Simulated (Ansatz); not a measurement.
# Eu (Cmcm): total moment held at 0 μB

Theory: Ansatz 0.2.0, DFT, LDA, all-electron LAPW, scalar-relativistic.

Command: `ansatz run input.yaml --threads 1 --pin off --max-ram 3072MiB --backend cpu --events-out ev --progress --plain --runs-dir out`

```yaml
crystal:
  lattice:
    - [1.99706651, -3.47970938, 0.0]
    - [1.99706651, 3.47970938, 0.0]
    - [0.0, 0.0, 6.34072505]
  atoms:
    - { symbol: Eu, position: [0.83686714, 0.16313286, 0.75] }
    - { symbol: Eu, position: [0.16313286, 0.83686714, 0.25] }
magnetization:
  spin_polarized: true
  initial_magnetization: 0.0
  spin_locking: { lock_magnetization: hard }
kpoints:
  mp_grid: { grid: [10, 10, 5] }
scf:
  occupations: { method: fermi_dirac, width: 0.08 }
hamiltonian:
  xc: lda
  pseudopotentials: { kind: all_electron, lapw: { basis_error: 0.001 } }
output:
  forces: true
  stress: true
  eigenvalues: false
```

Output:

```
settings of this run that can trade accuracy for cost: output.eigenvalues: false. Do not mix this run's numbers with those of runs without the same settings; the input reference describes each key
LAPW: plane waves up to 6.598 Å⁻¹, error target 1.0e-3 eV per atom; small_component_spin mean_spin; Eu in spheres of 1.950 Å, 27 of its electrons in bands, Dirac shells [] (how accurate: hamiltonian.pseudopotentials.lapw.basis_error, Limitations)
band count auto-derived: 39 (N_el = 54.0; filled up to band 27; 33 by the electrons, moments and atoms)
Engine: ansatz 0.2.0
Pseudopotentials: kind: all_electron
Pseudopotential: Eu, LAPW, valence charge 27, lapw/all_electron/scalar/gaussian/Eu, Koelling and Harmon's equation, gaussian nucleus
Functional definition: SPW92
  exchange = slater_x
  correlation = pw_c
Crystal: 2 atoms, lattice volume = 88.126 Å³
Basis set: ecut = 165.85658618098714 eV, 423 PW (Γ), exchange–correlation at level 2
Bands: 39, of which v1, the nominal top of the filled ones, is band 27 counted from 1 (26 counted from 0)
Symmetry: 8 space group operations
Space group: Cmcm (ITA 63), of the structure as read, at distance tolerance 4.5e-5 Å
k-points: 93 of 500
Non-local potential: Eu, projectors of the file, none
Initial density: superposition of atomic densities (chi_scale 0.1, normalization cell)
Initial wavefunctions: plane waves of lowest kinetic energy (no species holds an atomic orbital)
Functional: x = slater, c = lda
iter 1 solved again at ethr=3.45e-3 eV; its pass at ethr=1.00e-1 eV (dr2=1.86e0 eV) is discarded
SCF iter   1: F=—  HF=-589735.795229 eV  |F-HF|=—  |Δ(HF+E_count)|=         —  Δρ=2.18e-2 (↑2.18e-2 ↓2.18e-2)  dr2=1.87e0  dr2_m=0.00e0  M=0.000 μB ∫|m|=0.000 μB  β_m=0.30  ethr=3.45e-3  ⟨swp⟩=2.0  Hψ=43248  notcnv=0
automatic band count: the SCF goes on with 51 bands, as 39 were too few: the levels above may hold too much charge
preconditioner: auto → Kerker (q_TF=auto, 2.514 Å⁻¹)  [metal: Δε(μ)=0.001 eV  Ē_g=12.903 eV  σ=0.080 eV  W_gap=0.00  n_scr=22 (ndim 8)  ℏωp=21.7 eV  f_vac=0.000  D(μ)=42.36/eV (n_scr^D=1192)]
[...]
the basis was enlarged: its passes take 364.4 KiB over the memory plan, 2 of 2 planned eigensolver slots
[...]
SCF 1 converged in 19 iterations: F = -589727.651438 eV  dr2 = 1.78e-9
Following the negative reading down, search 1: the free energy F (with its fill's electron-count term) along its direction. At the converged state itself: F - F(close) = -2.328e-10 eV
  point 1 (+, 4.0e-4 eV away): F - F(close) = -4.876e-4 eV
  point 2 (+, 1.6e-3 eV away): F - F(close) = -1.948e-3 eV
  point 3 (+, 6.4e-3 eV away): F - F(close) = -7.765e-3 eV
  point 4 (+, 2.6e-2 eV away): F - F(close) = -3.060e-2 eV
  point 5 (+, 1.0e-1 eV away): F - F(close) = -1.156e-1 eV
  point 6 (+, 4.1e-1 eV away): F - F(close) = -3.773e-1 eV
  point 7 (+, 1.6e0 eV away): F - F(close) = -8.776e-1 eV
  point 8 (+, 6.6e0 eV away): F - F(close) = -1.393e0 eV
  point 9 (+, 2.6e1 eV away): F - F(close) = -1.562e0 eV
[...]
SCF converged after 39 iterations
Stability checked in part: among states of this total moment a probe did not find this state unstable; a lower state of another moment was not looked for (fixed_total_moment; see scf.lower_state_search)
Magnetization: -0.0000 μB (27.0000 up, 27.0000 down)
Absolute magnetization: 6.7997 μB (∫|ρ↑−ρ↓|)
Spin contamination: 6.6797 ħ² per cell (⟨S²⟩ above its minimum at these occupations)
Per-site moments (μB) at R_I (Å): [(0.1966872489338911, 1.9498020564950709), (0.1966872489338911, 1.9498020564950709)]
Free energy (F): -589729.750857 eV
Harris-Foulkes:  -589729.750857 eV  (|F-HF|=2.15e-8)
Internal energy: -589729.519009 eV  (E = F + TS)
E sigma→0 (E₀):  -589729.634933 eV
Entropy (-TS):   -0.231848 eV (-115.924 meV/atom)
Fermi energy:    9.965675 (↑ 9.707507, ↓ 10.223844) eV
--- Per-component energies (eV) ---
  E_band       = -2507.887435
  E_kinetic    = 639152.124031
  E_xc         = -12818.368563
  E_electrostatic = -1216063.274477  (all electrons and nuclei)
  E_smearing   = -0.231848  (= −TS)
  E_closure    = 0.000000  (closes the sum)
  E_atoms      = -589720.425018  (free atoms, spherical and without spin; not in F)
  Σ components = -589729.750857   (vs F -589729.750857, Δ=0.00e0)
  Basis errors (estimates in eV, not in F): energy 3.2e-5 per atom: plane waves 1.6e-5 (1.2e-5 summed), levels above the bands 6.5e-64, relativity 9.8e-10, radial functions 1.5e-5, core shells 4.7e-8; eigenvalues (radial functions only) 2.4e-5; not estimated: angular momenta, meshes, grids; target (lapw.basis_error) 1.0e-3; muffin-tin radii Eu 1.950 Å
--- Forces (eV/Å), atoms counted from 1 ---
  atom   1  Eu     0.00000000     0.01925523     0.00000000
  atom   2  Eu     0.00000000    -0.01925523     0.00000000
  max |Σ_I F_I| component: 0.00e0 eV/Å
--- Stress (GPa, compression-positive) ---
       -4.540861       0.000000       0.000000
        0.000000      -4.720067       0.000000
        0.000000       0.000000      -4.594635
  P = ⅓ Tr σ = -4.6185 GPa (-46.185 kbar)
--- Band table (eV; the first three rows and the last of 186) ---
  k-point 0 ↑: bands = ["-122.6631", "-122.6631", "-122.6375", "-122.6375", "-122.1951", "-122.1951", "-121.5566", "-121.5566", "-121.1167", "-121.1167", "-31.0534", "-31.0234", "-10.2177", "-10.1643", "-9.7857", "-9.7602", "-9.6937", "-9.3579", "6.3245", "8.8803", "9.3354", "9.3779", "9.4503", "9.4875", "9.4884", "9.5033", "9.5398", "9.5632", "10.5390", "10.5702", "10.6057", "10.6410", "10.6459", …
  k-point 1 ↑: bands = ["-122.6631", "-122.6631", "-122.6375", "-122.6375", "-122.1951", "-122.1951", "-121.5566", "-121.5566", "-121.1167", "-121.1167", "-31.0506", "-31.0263", "-10.2126", "-10.1694", "-9.7539", "-9.7469", "-9.7000", "-9.4009", "6.5453", "8.6590", "9.3371", "9.3599", "9.4564", "9.4867", "9.4874", "9.5010", "9.5444", "9.5638", "10.5486", "10.5661", "10.6066", "10.6068", "10.6600", …
  k-point 2 ↑: bands = ["-122.6631", "-122.6631", "-122.6375", "-122.6375", "-122.1951", "-122.1951", "-121.5566", "-121.5566", "-121.1167", "-121.1167", "-31.0431", "-31.0338", "-10.1993", "-10.1828", "-9.7374", "-9.7169", "-9.6431", "-9.5112", "7.1557", "7.9792", "9.3407", "9.3455", "9.4720", "9.4857", "9.4859", "9.4898", "9.5543", "9.5620", "10.5592", "10.5636", "10.5734", "10.5986", "10.6939", …
  k-point 92 ↓: bands = ["-122.3375", "-122.3375", "-121.9904", "-121.9904", "-121.4208", "-121.4208", "-120.8987", "-120.8987", "-120.7827", "-120.7827", "-30.8264", "-30.8237", "-10.2554", "-10.2234", "-9.9514", "-9.9263", "-9.3947", "-9.3601", "8.5454", "8.8011", "9.6778", "9.6883", "9.7414", "9.7571", "9.7793", "9.7943", "10.1589", "10.3299", "10.6413", "10.7777", "10.7796", "10.7946", "10.951 …
settings of this run that can trade accuracy for cost: output.eigenvalues: false. Do not mix this run's numbers with those of runs without the same settings; the input reference describes each key
```

Site moments (μB): Eu1 0.20, Eu2 0.20. Cell moment 0.00 μB.

Without U a semilocal functional puts the f levels too near the Fermi level, which can change moments and the order of magnetic states; site and cell moments are spin moments. Spin–orbit coupling is left out although heavy atoms are present. With open f shells a run can end in a state that isn't the lowest. The magnetic state is the one that this cell and start allow. It needn't be the compound's measured order, which may need a larger cell or be absent.

It took 12 min on 1 thread of Arm Neoverse V1, with other jobs on the host, peak memory 0.83 GiB.
